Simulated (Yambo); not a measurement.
G0W0@LDA for Cs2ScAgCl6 (space group Fm-3m, No. 225) in Yambo (2×2×2 mesh, 6 Ry block, plasmon pole, screening fixed), without a terminator:

| bands N in G | gap L → X (eV) | shift of the valence edge (eV) |
|---|---|---|
| 126 | 6.090 | -0.575 |
| 207 | 6.071 | -0.891 |
| 315 | 6.022 | -1.036 |

Task: Extrapolate both columns to infinite N with E(N) = E∞ + A/N, test the form, and compare with the terminator.

Result: From two points, E∞ = (N2 E2 − N1 E1)/(N2 − N1). The two largest N give 5.93 eV for the gap and -1.31 eV for the shift; the two smallest give 6.04 eV and -1.38 eV. For the gap the slopes A are 6.1 and 30 eV: the form isn't reached, and its limit is uncertain. For the shift the slopes A are 100 and 88 eV: the 1/N form holds. With the Bruneval-Gonze terminator and 315 bands the run gives 6.00 eV and -1.25 eV, 0.07 eV and 0.06 eV from the extrapolated values: the terminator too is an estimate of the remainder. Block, mesh and the bands in W are held fixed.

Spin-orbit coupling is not included.

Geometry of the Materials Project entry, not relaxed at this level; primitive cell a = 7.4964 Å, b = 7.4964 Å, c = 7.4964 Å, α = 60.00°, β = 60.00°, γ = 60.00°.

The structure is a Materials Project entry; no match was found in the copy of COD used, and its stability was not checked.

A shift is the quasiparticle energy of the state minus its LDA energy.
